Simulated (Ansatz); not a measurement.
**Band structure of Ga**

```yaml
crystal:
  lattice:
    - [-1.40400, 1.40400, 2.22900]
    - [1.40400, -1.40400, 2.22900]
    - [1.40400, 1.40400, -2.22900]
  atoms:
    - { symbol: Ga, position: [0.00000, 0.00000, 0.00000] }
```

The cell is COD entry 9012723, as deposited and not checked against the literature; nothing was relaxed.

Computed with Ansatz 0.2.0, DFT, LDA, all-electron LAPW, scalar-relativistic.

Numerical set-up: a Γ-centred 14×14×16 k mesh, Fermi–Dirac smearing of 0.05 eV, basis error target 0.25 meV/atom, no spin polarisation; this mesh doesn't keep the crystal's whole symmetry, which leaves small spurious terms.

Points in fractions of the reciprocal vectors of this cell: Γ (0, 0, 0), X (0, 0, 0.5), P (0.25, 0.25, 0.25), N (0, 0.5, 0), M (0.5, 0.5, -0.5), S (0.349, 0.651, -0.349), S0 (-0.349, 0.349, 0.349). The path joins them by straight lines in the order Γ–X–P–N–Γ–M–S–S0–Γ; legs that retrace an earlier one aren't tabulated. Energies are in eV from the Fermi level.

Question: Metal or insulator at this level of theory?

Answer: No gap opens: metallic or semimetallic.

Question: Tabulate bands 6 to 13, counted from the lowest band of the run, along the path.

Answer: 
```
k (1/Å)  point  band 6  band 7  band 8  band 9  band 10  band 11  band 12  band 13
   0.00      Γ  -14.98  -14.98  -14.96  -14.82   -11.61    12.86    12.86    12.87
   0.23         -14.99  -14.97  -14.95  -14.83   -11.42    11.49    11.80    12.21
   0.45         -15.02  -14.95  -14.94  -14.85   -10.82     9.45     9.99    10.83
   0.68         -14.96  -14.95  -14.91  -14.86    -9.81     7.61     8.29     9.19
   0.90         -15.03  -14.86  -14.85  -14.83    -8.40     6.11     6.89     7.04
   1.13         -15.10  -14.82  -14.80  -14.76    -6.60     4.12     5.00     5.86
   1.36         -15.15  -14.79  -14.78  -14.69    -4.42     1.06     4.32     5.22
   1.58      X  -15.17  -14.78  -14.78  -14.67    -2.25    -1.43     4.09     5.01
   1.68         -15.17  -14.78  -14.78  -14.67    -2.20    -1.41     3.85     4.76
   1.78         -15.16  -14.80  -14.79  -14.67    -2.07    -1.33     3.27     4.20
   1.88         -15.15  -14.83  -14.80  -14.67    -1.85    -1.22     2.57     3.57
   1.98         -15.13  -14.87  -14.81  -14.67    -1.54    -1.08     1.83     2.99
   2.09         -15.10  -14.91  -14.83  -14.67    -1.15    -0.93     1.12     2.50
   2.19         -15.05  -14.96  -14.84  -14.67    -0.80    -0.69     0.46     2.18
   2.29      P  -15.01  -15.01  -14.84  -14.67    -0.75    -0.15    -0.15     2.06
   2.45         -15.01  -15.00  -14.84  -14.68    -1.74    -0.73     1.05     2.80
   2.61         -15.03  -14.97  -14.85  -14.71    -2.77    -1.68     2.70     4.20
   2.77         -15.04  -14.92  -14.89  -14.73    -3.61    -2.56     4.55     5.79
   2.93         -15.01  -14.95  -14.87  -14.74    -4.25    -3.29     6.56     7.31
   3.09         -15.02  -14.99  -14.82  -14.74    -4.69    -3.82     8.31     8.66
   3.25         -15.06  -14.97  -14.79  -14.74    -4.95    -4.15     8.61    10.68
   3.41      N  -15.08  -14.96  -14.78  -14.74    -5.04    -4.26     8.65    11.78
   3.59         -15.07  -14.96  -14.79  -14.75    -6.53    -2.50     8.77    11.76
   3.78         -15.06  -14.95  -14.80  -14.79    -8.08    -0.15     9.15    11.75
   3.97         -15.05  -14.94  -14.84  -14.82    -9.36     2.46     9.75    11.83
   4.16         -15.02  -14.94  -14.90  -14.83   -10.35     5.29    10.55    12.03
   4.35         -15.00  -14.96  -14.94  -14.83   -11.06     8.27    11.49    12.35
   4.54         -14.98  -14.97  -14.95  -14.82   -11.48    11.21    12.41    12.69
   4.73      Γ  -14.98  -14.98  -14.96  -14.82   -11.61    12.86    12.86    12.87
   4.93         -14.97  -14.97  -14.96  -14.81   -11.46    12.02    12.02    12.12
   5.13         -14.99  -14.94  -14.94  -14.80   -10.98     9.99    10.55    10.55
   5.33         -15.03  -14.89  -14.89  -14.79   -10.18     7.08     9.17     9.17
   5.53         -15.08  -14.84  -14.84  -14.78    -9.05     4.06     8.03     8.03
   5.73         -15.12  -14.79  -14.79  -14.76    -7.61     1.20     7.19     7.19
   5.94         -15.16  -14.75  -14.75  -14.75    -5.85    -1.43     6.67     6.67
   6.14      M  -15.17  -14.75  -14.74  -14.74    -3.92    -3.65     6.50     6.50
   6.23         -15.17  -14.75  -14.75  -14.74    -3.89    -3.61     5.91     6.54
   6.33         -15.16  -14.76  -14.76  -14.74    -3.80    -3.49     4.71     6.65
   6.43         -15.14  -14.78  -14.77  -14.75    -3.66    -3.28     3.39     6.85
   6.52         -15.11  -14.81  -14.79  -14.75    -3.46    -2.99     2.07     7.12
   6.62         -15.07  -14.84  -14.80  -14.76    -3.23    -2.63     0.82     7.46
   6.72         -15.02  -14.88  -14.82  -14.77    -2.99    -2.19    -0.33     7.88
   6.81      S  -14.97  -14.92  -14.84  -14.78    -2.92    -1.67    -1.17     8.36
   7.05         -15.00  -14.88  -14.88  -14.79    -3.84    -2.73     1.22     9.23
   7.29         -15.07  -14.93  -14.80  -14.78    -4.61    -3.70     4.55    10.42
   7.53         -15.08  -14.96  -14.78  -14.74    -4.99    -4.19     7.85    11.56
   7.76         -15.08  -14.96  -14.78  -14.74    -4.99    -4.19     7.85    11.56
   8.00         -15.07  -14.93  -14.80  -14.78    -4.61    -3.70     4.55    10.42
   8.24         -15.00  -14.88  -14.88  -14.79    -3.84    -2.73     1.22     9.23
   8.48     S0  -14.97  -14.92  -14.84  -14.78    -2.92    -1.67    -1.17     8.36
   8.70         -14.99  -14.88  -14.88  -14.81    -4.60    -0.77    -0.21     9.70
   8.92         -15.03  -14.90  -14.85  -14.83    -6.68     0.82     1.60    11.28
   9.15         -15.05  -14.90  -14.88  -14.82    -8.46     2.87     3.74    12.82
   9.37         -15.04  -14.92  -14.88  -14.87    -9.85     5.31     6.18    13.60
   9.59         -15.01  -14.95  -14.92  -14.85   -10.84     8.08     8.87    13.39
   9.82         -14.99  -14.97  -14.95  -14.83   -11.42    10.97    11.55    13.01
  10.04      Γ  -14.98  -14.98  -14.96  -14.82   -11.61    12.86    12.86    12.87
```
